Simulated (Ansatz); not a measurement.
Sn in space group Cmcm (No. 63; Sn on 8f, Sn on 8f, Sn on 8f) under volume change, PBE in the plane-wave PAW code Ansatz, shape and atoms relaxed at each volume.

```csv
V (Å³/atom),E − E(relaxed) (meV/atom),P (GPa)
37.327,15.3,2.19
38.518,3.6,1.00
39.710,0.0,0.00
40.901,___,___
42.092,___,___
```

Task: What belongs in the gaps?

Result: 
- 42.092, E − E(relaxed) (meV/atom): 12.2
- 42.092, P (GPa): -1.55
- 40.901, E − E(relaxed) (meV/atom): 3.2
- 40.901, P (GPa): -0.84

Task: What does a third-order Birch–Murnaghan fit give for V₀, B₀ and B′?

Result: V₀ = 39.71 Å³/atom, B₀ = 30.5 GPa, B′ = 4.7.

The start of the workflow was typed in or built on a structure type; neither database checked (COD, Materials Project) lists it. It is not the phase usual at ambient conditions (space group No. 141). The cell was relaxed with PBE under the symmetry of its start; its stability against distortions is not shown here. Spin–orbit coupling is left out wherever it is not named.

Potentials: the earlier of the program's two PAW sets.
